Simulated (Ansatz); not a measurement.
Here is the system:

Starting cell, Ta (bcc, W type):

```xyz
2
Lattice="-3.3197 3.3197 3.3197 0.0000 0.0000 3.3197 0.0000 3.3197 0.0000" Properties=species:S:1:pos:R:3 pbc="T T T"
Ta     0.0000     0.0000     0.0000
Ta    -1.6599     1.6599     1.6599
```

The atoms are displaced by Q × the pattern below (from a DFPT mode at H = (0.5, 0.5, 0.5), largest move 1; Q in Å), at fixed cell. It is one choice among 3 degenerate patterns. (q is in reciprocal vectors of the primitive cell; the cell shown is doubled to hold the pattern.)

```csv
atom,x,y,z
Ta1,0.000,0.000,-1.000
Ta2,0.000,0.000,1.000
```

Method: PBE (plane waves to 420 eV, PAW, scalar-relativistic; Ansatz, a first-principles code). k mesh 20×20×20 (Γ-centred), Fermi-Dirac smearing 0.05 eV. E stands for the smeared free energy. With partly filled bands, energies and forces of such displacements shift with the k mesh and the smearing. Spin-orbit coupling is left out, though Ta is heavy. Ta is run without spin polarisation. Ta was relaxed with its symmetry unable to fall. The PAW data are Ansatz's earlier set. The zero of ΔE is the undisplaced structure.

The scan covers Q from -0.280 to 0.280 Å in 13 points.

Question: Which space group does the distorted structure have?

Answer: P4/nmm (No. 129), lowered from Im-3m.

Question: Is this a single well or a double well?

Answer: A single well with its minimum at or next to zero displacement.

Question: What is the energy change at Q = 0.280 Å?

Answer: 1247 meV/cell.

Question: What harmonic wavenumber does the curvature at Q = 0 give?

Answer: 162 cm⁻¹.

(For displaced atoms, the force is minus the slope of the energy, and its curvature is a force constant, which sets phonon frequencies.)
